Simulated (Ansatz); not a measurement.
SiGe₃ in space group P-4m2 (No. 115; Si on 1a, Ge on 2g, Ge on 1c) under volume change, plane-wave PAW PBEsol (Ansatz code), shape and atoms relaxed at each volume.

```csv
V (Å³/atom),E − E(relaxed) (meV/atom),P (GPa)
20.025,49.6,8.75
20.685,20.7,5.34
21.345,4.9,2.44
22.005,0.0,0.00
22.666,4.4,-2.06
23.326,16.5,-3.80
23.986,35.2,-5.14
```

Q: What does a third-order Birch–Murnaghan fit give for V₀, B₀ and B′?

A: V₀ = 22.00 Å³/atom, B₀ = 74.0 GPa, B′ = 4.8.

The start of the workflow was typed in or built on a structure type; neither database checked (COD, Materials Project) lists it. Its standing as an ambient phase is unchecked. The cell was relaxed with PBEsol under the symmetry of its start; its stability against distortions is not shown here.

Potentials: the later of the program's two PAW sets.
